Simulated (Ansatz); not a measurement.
# Is this CdHg3Se4 structure a true minimum?

The structure comes from a generated guess, relaxed at this level; another structure or a mixture of phases may lie lower.

Level of theory: DFT PBE, scalar-relativistic, plane waves, PAW in Ansatz 0.2.0. Plane waves to 420 eV, a k mesh through Γ of 6×6×6 on the computed 8-atom cell and Gaussian smearing (0.10 eV); no spin polarisation.

The cell below (8 atoms, space group P-43m (No. 215)) is relaxed within its symmetry.

```
Cd Hg Se
1.0
     6.24447    0.00000    0.00000
     0.00000    6.24447    0.00000
     0.00000    0.00000    6.24447
Cd Hg Se
1 3 4
Direct
  0.00000 0.00000 0.00000
  0.50000 0.00000 0.50000
  0.50000 0.50000 0.00000
  0.00000 0.50000 0.50000
  0.75150 0.24850 0.24850
  0.75150 0.75150 0.75150
  0.24850 0.24850 0.75150
  0.24850 0.75150 0.24850
```

For the test it was strained at random (σ = 1.5 % a component), the atoms were moved at random (σ = 0.15 Å), and all was relaxed again on a coarse 4×4×4 mesh (in the run’s order of axes) with 0.20 eV smearing, with no symmetry imposed.

Spin–orbit coupling, which can matter for Hg, is left out.

Problem. Does it come back?

Solution. It returns, within 1 meV/atom of the unmoved cell on that mesh and with the same symmetry when read at 0.1 Å (P1 at 0.01 Å, so small strains and shifts remain). So it is stable against the distortions that fit this cell and that this random move excites. Modes that don't fit the cell aren't tested.
